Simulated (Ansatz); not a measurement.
BaH2Cl2O: checking a database structure before trusting its electric field gradients

The cell is a computed structure from the Materials Project (it need not be an observed phase), taken as it stands.

```cif
data_BaH2Cl2O
_symmetry_space_group_name_H-M 'Pnma'
_symmetry_Int_Tables_number 62
_cell_length_a 11.1367
_cell_length_b 4.6514
_cell_length_c 9.0929
_cell_angle_alpha 90.000
_cell_angle_beta 90.000
_cell_angle_gamma 90.000
loop_
_atom_site_label
_atom_site_type_symbol
_atom_site_symmetry_multiplicity
_atom_site_Wyckoff_symbol
_atom_site_fract_x
_atom_site_fract_y
_atom_site_fract_z
Ba Ba 4 c 0.6871 0.2500 0.3935
H5 H 4 c 0.9018 0.7500 0.3356
H9 H 4 c 0.8693 0.7500 0.4995
Cl13 Cl 4 c 0.6021 0.7500 0.6227
Cl17 Cl 4 c 0.6184 0.7500 0.1629
O O 4 c 0.8324 0.7500 0.4017
```

One atom of each set is listed.

All values are calculated (Ansatz; DFT, PBE, plane waves and PAW, scalar-relativistic, 420 eV cutoff, Γ-centred 2×5×3 k-points, Fermi–Dirac smearing 0.02 eV), not measured.

Problem. Do the atoms and the cell lie near the calculated equilibrium?

Solution. Nearly. The largest force is 0.25 eV/Å, on atom 21 (O: 2 H at 0.98 Å, angle 103°; also 2 Ba at 2.83 Å), and the pressure is -0.3 GPa. Relaxing the atoms is still advisable, since electric field gradients respond to shifts of a few hundredths of an ångström.
